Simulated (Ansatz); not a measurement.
Given:

WSe₂:
```cif
data_Se4W2
_chemical_formula_sum 'W2 Se4'
_space_group_name_H-M_alt 'P63/mmc'
_space_group_IT_number 194
_space_group_name_Hall '-P 6c 2c'
_cell_length_a 3.25020
_cell_length_b 3.25020
_cell_length_c 12.81838
_cell_angle_alpha 90.000
_cell_angle_beta 90.000
_cell_angle_gamma 120.000
loop_
_atom_site_label
_atom_site_type_symbol
_atom_site_symmetry_multiplicity
_atom_site_Wyckoff_symbol
_atom_site_fract_x
_atom_site_fract_y
_atom_site_fract_z
_atom_site_occupancy
W1 W 2 c 0.33333 0.66667 0.25000 1
Se1 Se 4 f 0.66667 0.33333 0.11999 1
```

This is the LDA-relaxed structure.

Problem. All from LDA (plane waves, PAW; program Ansatz), unless another level is named. Estimate the static dielectric constant ε0 (ions relaxed, cell fixed).

Solution. 15.6 (xx = yy), 8.15 (zz).

Problem. And the electronic dielectric constant ε∞ (DFPT)?

Solution. 15.3 (xx = yy), 8.06 (zz).

Problem. Give the Born charges (a third of the trace).

Solution. W -1.21, Se +0.60 e.

Space group P6_3/mmc. The cell was relaxed with LDA under the symmetry of its start; phonons on a q-mesh show no instability. No spin polarisation was allowed. A crystal of weakly bound layers computed without a dispersion correction: the cell and the soft elastic constants depend strongly on that. Spin–orbit coupling is left out wherever it is not named.

Potentials: the later of the program's two PAW sets.
